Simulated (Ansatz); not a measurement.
In:
```
In
1.0
    3.24005     0.00000     0.00000
   -1.62002     2.80596     0.00000
    0.00000     0.00000     5.44783
In
2
Direct
  0.33333   0.66667   0.25000
  0.66667   0.33333   0.75000
```

Relaxed with LDA.

Question: Which orbitals make up the states near the Fermi level in LDA (plane waves, PAW; program Ansatz)?

Answer: Within 0.5 eV of the Fermi level: In 5p 69 %, In 5s 29 %. Projections are on Löwdin-orthogonalised atomic valence shells; empty p or d shells of many metals are not among them.

Question: Tabulate the density of states.

Answer: States/eV per cell of 2 atoms, in 0.25 eV bins, energy from the Fermi level.

| E (eV) | total | In 5p | In 5s | In 4d |
|---|---|---|---|---|
| -7.85 | 0.42 | 0.23 | 0.19 | 0.00 |
| -7.60 | 0.44 | 0.24 | 0.19 | 0.00 |
| -7.35 | 0.46 | 0.26 | 0.20 | 0.00 |
| -7.10 | 0.49 | 0.27 | 0.21 | 0.00 |
| -6.85 | 0.51 | 0.28 | 0.22 | 0.01 |
| -6.60 | 0.53 | 0.29 | 0.23 | 0.01 |
| -6.35 | 0.55 | 0.30 | 0.24 | 0.01 |
| -6.10 | 0.57 | 0.31 | 0.25 | 0.01 |
| -5.85 | 0.59 | 0.32 | 0.26 | 0.01 |
| -5.60 | 0.62 | 0.32 | 0.28 | 0.01 |
| -5.35 | 0.65 | 0.33 | 0.30 | 0.01 |
| -5.10 | 0.71 | 0.35 | 0.35 | 0.01 |
| -4.85 | 0.74 | 0.34 | 0.39 | 0.01 |
| -4.60 | 0.70 | 0.31 | 0.37 | 0.01 |
| -4.35 | 0.66 | 0.30 | 0.35 | 0.01 |
| -4.10 | 0.65 | 0.30 | 0.34 | 0.01 |
| -3.85 | 0.68 | 0.32 | 0.36 | 0.01 |
| -3.60 | 0.73 | 0.34 | 0.38 | 0.01 |
| -3.35 | 0.79 | 0.35 | 0.43 | 0.01 |
| -3.10 | 0.78 | 0.33 | 0.44 | 0.01 |
| -2.85 | 0.78 | 0.33 | 0.44 | 0.01 |
| -2.60 | 0.79 | 0.35 | 0.44 | 0.01 |
| -2.35 | 0.67 | 0.34 | 0.32 | 0.00 |
| -2.10 | 0.58 | 0.37 | 0.20 | 0.00 |
| -1.85 | 0.59 | 0.42 | 0.16 | 0.00 |
| -1.60 | 0.75 | 0.56 | 0.18 | 0.01 |
| -1.35 | 0.95 | 0.70 | 0.24 | 0.01 |
| -1.10 | 0.98 | 0.69 | 0.27 | 0.01 |
| -0.85 | 0.92 | 0.62 | 0.28 | 0.01 |
| -0.60 | 0.89 | 0.58 | 0.29 | 0.01 |
| -0.35 | 0.84 | 0.55 | 0.27 | 0.01 |
| -0.10 | 0.87 | 0.60 | 0.26 | 0.01 |
| 0.15 | 0.94 | 0.67 | 0.25 | 0.01 |
| 0.40 | 1.02 | 0.73 | 0.26 | 0.01 |
| 0.65 | 1.07 | 0.78 | 0.26 | 0.01 |
| 0.90 | 0.91 | 0.67 | 0.22 | 0.01 |
| 1.15 | 0.98 | 0.74 | 0.21 | 0.01 |
| 1.40 | 1.03 | 0.78 | 0.23 | 0.01 |
| 1.65 | 0.95 | 0.70 | 0.22 | 0.01 |
| 1.90 | 0.92 | 0.67 | 0.22 | 0.00 |
| 2.15 | 0.94 | 0.69 | 0.21 | 0.00 |
| 2.40 | 1.03 | 0.77 | 0.22 | 0.01 |
| 2.65 | 1.02 | 0.76 | 0.21 | 0.00 |
| 2.90 | 1.00 | 0.75 | 0.20 | 0.00 |
| 3.15 | 1.03 | 0.78 | 0.19 | 0.00 |
| 3.40 | 1.13 | 0.87 | 0.18 | 0.00 |
| 3.65 | 1.14 | 0.89 | 0.17 | 0.00 |
| 3.90 | 1.15 | 0.90 | 0.16 | 0.00 |
| 4.15 | 1.24 | 0.98 | 0.16 | 0.00 |
| 4.40 | 1.28 | 1.03 | 0.15 | 0.00 |
| 4.65 | 1.28 | 1.03 | 0.14 | 0.00 |

Space group P6_3/mmc (hcp (Mg type)). The workflow started from a Materials Project entry (that database holds measured and hypothetical structures alike); the Crystallography Open Database copy checked does not list it. It is not the phase usual at ambient conditions (space group No. 139). The cell was relaxed with LDA under the symmetry of its start; whether a distortion lowers the energy is not shown. Spin–orbit coupling is left out wherever it is not named.

Potentials: the later of the program's two PAW sets.
